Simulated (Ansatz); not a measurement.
A relaxed structure of ZnS. Space group P6₃mc (No. 186), AFLOW prototype AB_hP8_186_ab_ab (B5, as in SiC). Level of theory: r2SCAN (plane waves to 500 eV, PAW, scalar-relativistic; Ansatz, an electronic-structure program).

```cif
data_S4Zn4
_chemical_formula_sum 'Zn4 S4'
_space_group_name_H-M_alt 'P63mc'
_space_group_IT_number 186
_space_group_name_Hall 'P 6c -2c'
_cell_length_a 3.80917
_cell_length_b 3.80917
_cell_length_c 12.46975
_cell_angle_alpha 90.000
_cell_angle_beta 90.000
_cell_angle_gamma 120.000
loop_
_atom_site_label
_atom_site_type_symbol
_atom_site_symmetry_multiplicity
_atom_site_Wyckoff_symbol
_atom_site_fract_x
_atom_site_fract_y
_atom_site_fract_z
_atom_site_occupancy
Zn1 Zn 2 a 0.00000 0.00000 0.00006 1
Zn2 Zn 2 b 0.33333 0.66667 0.25008 1
S1 S 2 a 0.00000 0.00000 0.31292 1
S2 S 2 b 0.33333 0.66667 0.06257 1
```

Question: Give the band gap at the level r2SCAN.

Answer: 2.74 eV, direct at Γ (no spin-orbit coupling).

No spin polarisation in the result.

The run could not lose the symmetry of its start.

The first start was generated by placing the elements on the sites of a structure type. A measured structure of ZnS has the same space group, P6₃mc (No. 186); the sites were not compared with it.
